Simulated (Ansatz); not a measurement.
**Magnetic orders of a Ti3Al3Cu2 cell**

Theory: DFT PBE, scalar-relativistic, plane waves, PAW in Ansatz 0.2.0. Cutoff 420 eV, Γ-centred meshes of about 0.25 Å⁻¹ or finer for metals and 0.3 Å⁻¹ for insulators (2π included), Gaussian smearing. Collinear spin where magnetic atoms keep a moment.

The cell below was relaxed from parallel moments. Cell and atoms were then relaxed again from each of the other starts listed; signs follow the order of the atoms, and wave vectors are in units of this cell's reciprocal vectors.

```yaml
crystal:
  lattice:
    - [2.86147, 0.00000, 0.00000]
    - [0.00000, 2.86147, 0.00000]
    - [0.00000, 0.00000, 14.69581]
  atoms:
    - { symbol: Ti, position: [0.00000, 0.00000, 0.50000] }
    - { symbol: Ti, position: [0.50000, 0.50000, 0.86474] }
    - { symbol: Ti, position: [0.50000, 0.50000, 0.13526] }
    - { symbol: Al, position: [0.00000, 0.00000, 0.27030] }
    - { symbol: Al, position: [0.00000, 0.00000, 0.72970] }
    - { symbol: Al, position: [0.00000, 0.00000, 0.00000] }
    - { symbol: Cu, position: [0.50000, 0.50000, 0.62266] }
    - { symbol: Cu, position: [0.50000, 0.50000, 0.37734] }
```

A. parallel moments
B. no spin polarisation
C. opposed moments in the cell: ↑ ↓ ↓ · · · ↑ ↑
D. opposed moments in the cell: ↑ ↑ ↓ · · · ↑ ↓
E. opposed moments in the cell: ↑ ↑ ↑ · · · ↓ ↓

Problem. Rank the orders by energy.

Solution. A, C, D and E end in one state (ferromagnetic moments up to 0.6 μB), which is lowest, 4 meV/atom under the next.

```csv
start,ends with,ΔE (meV/atom),largest site moment (μB),net moment (μB/atom),V (Å³/atom),gap on mesh (eV),group
A,ferromagnetic,0,0.56,0.09,15.04,0.00,P4/mmm
D,ferromagnetic,0,0.56,0.09,15.04,0.00,P4/mmm
E,ferromagnetic,0,0.56,0.09,15.04,0.00,P4/mmm
C,ferromagnetic,0,0.56,0.09,15.04,0.00,P4/mmm
B,no moments,4,0.00,0.00,15.01,0.00,P4/mmm
```

Only these collinear orders were computed.

The k mesh leaves some 4 meV/atom of noise in the energy of each metallic cell.
